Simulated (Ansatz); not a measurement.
All numbers below come from DFT PBE, scalar-relativistic, plane waves, PAW (Ansatz 0.2.0). All cells share a 420 eV cutoff and Γ-centred k meshes spaced about 0.3 Å⁻¹ or finer (0.25 for metals, 2π included). No spin polarisation in the final relaxations.

These are static total energies at zero pressure. All come from trial cells, and lower structures may exist.

Question: Which of these relaxed structures of ScIn3As is the lowest in energy?
A.

```
CELL_PARAMETERS angstrom
5.11383 0.00000 0.00000
0.00000 5.11383 0.00000
0.00000 0.00000 5.36894
ATOMIC_POSITIONS crystal
Sc 0.50000 0.50000 0.00804
In 0.50000 0.00000 0.30137
In 0.00000 0.50000 0.30137
In 0.00000 0.00000 0.86422
As 0.50000 0.50000 0.52208
```

B.

```
CELL_PARAMETERS angstrom
1.95286 1.12749 9.90241
-1.95286 1.12749 9.90241
0.00000 -2.25497 9.90241
ATOMIC_POSITIONS crystal
Sc 0.99309 0.99309 0.99309
In 0.21784 0.21784 0.21784
In 0.40140 0.40140 0.40140
In 0.80563 0.80563 0.80563
As 0.61104 0.61104 0.61104
```

C.

```
CELL_PARAMETERS angstrom
3.79176 0.00000 0.00000
0.00000 3.79176 0.00000
0.00000 0.00000 18.41132
ATOMIC_POSITIONS crystal
Sc 0.00000 0.50000 0.93300
Sc 0.50000 0.00000 0.06700
In 0.50000 0.00000 0.33627
In 0.50000 0.00000 0.55245
In 0.00000 0.50000 0.23732
In 0.50000 0.00000 0.76268
In 0.00000 0.50000 0.66373
In 0.00000 0.50000 0.44755
As 0.50000 0.00000 0.91790
As 0.00000 0.50000 0.08210
```

Answer: C. It has space group P4/nmm (No. 129); the next, B, with space group R3m (No. 160), lies 135 meV/atom higher. Counting In or Sc atoms around As (for each partner element, those within 1.25 times its shortest distance or 1.15 times the sum of covalent radii, where it is the nearest in units of that sum or under 1.3; a plus sign parts groups by distance over the sum of covalent radii), the lowest has As 5+1 and the next has As 3+3.

With atoms moved at random, P4/nmm (by 26 meV/atom) fell into a lower structure. Without a clear test, and held by symmetry: R3m and P4mm. Some candidate types were left out of the draw beforehand, so a known form may be missing.
